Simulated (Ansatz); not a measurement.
## Notes on In2As2S

```yaml
crystal:
  lattice:
    - [4.36525, 0.00000, 0.00000]
    - [-2.18262, 3.78042, 0.00000]
    - [0.00000, 0.00000, 7.35233]
  atoms:
    - { symbol: As, position: [0.33330, 0.66670, 0.25830] }
    - { symbol: As, position: [0.66670, 0.33330, 0.74170] }
    - { symbol: S, position: [0.00000, 0.00000, 0.00000] }
    - { symbol: In, position: [0.33330, 0.66670, 0.63030] }
    - { symbol: In, position: [0.66670, 0.33330, 0.36970] }
```

Level: PBE, no spin polarisation; 420 eV; 9×9×5 Γ-centred mesh; methfessel-paxton occupations (width 0.0458 eV); Ansatz 0.2.0, fixed geometry.

**Forces.** The largest is on As1 (and as large on other atoms): 1.91 eV/Å, components (0.00, 0.00, -1.91). It makes 108° with the line to a nearest neighbour, In5 at 2.65 Å.
**Electronic structure.** It is a metal, with about 4.8 states/eV a cell as the mean within 0.25 eV of the Fermi level, mostly S p (46 %), As p (30 %) and In p (14 %).
**Stress.** The pressure is 4.6 GPa (compression positive), so with the atoms held at these fractions the cell would first expand; the forces are large, so a full relaxation may end otherwise. The principal stresses 3.5, 3.5, 6.8 GPa differ, so its shape would change too.
**Contacts.** As–In at 2.65 Å: least valence density 0.39 e/Å³ and ELF 0.42 there. S–As at 3.16 Å: least valence density 0.15 e/Å³ and ELF 0.23 there. S–In at 3.71 Å: least valence density 0.07 e/Å³ and ELF 0.08 there. Both are smooth PAW fields, read partly inside the augmentation spheres.
**Formation energy.** 0.35 eV an atom against the elements' usual phases (free molecules for gases, crystals otherwise, with no correction for O₂ or N₂), so at this geometry it isn't bound against them. Relaxing would lower it.

Origin: a known structure type with other elements, at an estimated volume, so it need not be a known compound. Caveats: many states at the Fermi level without spin polarisation, so a magnetic state may lie lower; atoms or cell far from equilibrium.
